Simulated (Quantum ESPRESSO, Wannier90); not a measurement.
**Tight-binding from DFT: TlBiSe2 (R-3m)**

```
begin unit_cell_cart
ang
   -2.1411648772    3.7086063546    0.0000000000
   -4.2823297543    0.0000000000    0.0000000000
   -2.1411648772    1.2362021182    7.5849800000
end unit_cell_cart
begin atoms_frac
Tl   0.5000000000  0.5000000000  0.5000000000
Bi   0.0000000000  0.0000000000  0.0000000000
Se   0.2611940000  0.2611940000  0.2164180000
Se  -0.2611940000 -0.2611940000 -0.2164180000
end atoms_frac
```

Materials Project entry mp-29662; symmetrised, unrelaxed at this level. Not found in the COD (Crystallography Open Database) copy used; not checked further. Level: PBEsol, spinors with spin-orbit coupling; pw.x of Quantum ESPRESSO at 69 Ry with PseudoDojo potentials, 4×4×4 k-points, Wannier90. Density: 8×8×8 mesh, cold smearing 0.01 Ry. With spin-orbit coupling a semilocal functional can close or falsely invert a small gap; the band order was not checked against a better method. The gap is small at this level and was sampled on the meshes and a path alone.

A tight-binding model is made by disentanglement and projection with no localisation steps (num_iter = 0), so the 30 orbitals stay atom-like: hydrogen-like Tl: s;p; Bi: p; Se: s;p, axes along x, y, z; frozen window up to 5.00 eV relative to the valence-band maximum. It follows pw.x to 17 meV rms for states up to 1.2 eV relative to the valence-band maximum. Matrix elements depend on this choice of orbitals and windows. Bands 35–38 (Tl 5d 90 %, Se 4s 8 %), 39–46 (Tl 5d 74 %, Bi 6s 17 %, Se 4s 5 %) lie between the kept ones and are excluded.

Problem. What are the on-site energies relative to the valence-band maximum, and how fast do the hoppings decay?

Solution. 
| atom | orbitals | energy (eV) |
|---|---|---|
| Tl1 | s↑ s↓ | -4.19 |
| Tl1 | pz↑ pz↓ | 3.22 |
| Tl1 | px↑ px↓ py↑ py↓ | 3.03 |
| Bi2 | pz↑ pz↓ | 0.59 |
| Bi2 | px↑ px↓ py↑ py↓ | 0.68 |
| Se3 | s↑ s↓ | -11.97 |
| Se3 | pz↑ pz↓ | -0.82 |
| Se3 | px↑ px↓ py↑ py↓ | -0.79 |
| Se4 | s↑ s↓ | -11.97 |
| Se4 | pz↑ pz↓ | -0.82 |
| Se4 | px↑ px↓ py↑ py↓ | -0.79 |

```json
[
 {"distance of the centres (Å)": "2–3", "largest modulus (eV)": "1.2"},
 {"distance of the centres (Å)": "3–4", "largest modulus (eV)": "0.90"},
 {"distance of the centres (Å)": "4–5", "largest modulus (eV)": "0.66"},
 {"distance of the centres (Å)": "5–6", "largest modulus (eV)": "0.21"},
 {"distance of the centres (Å)": "6–7", "largest modulus (eV)": "0.18"}
]
```

Effective spin-orbit constants λ of λ L·S, from the same-site elements px↑–py↑ (λ/2) and dx2-y2↑–dxy↑ (λ), where they are among the larger elements: Bi2 p 1.5 eV, Tl1 p 0.83 eV.
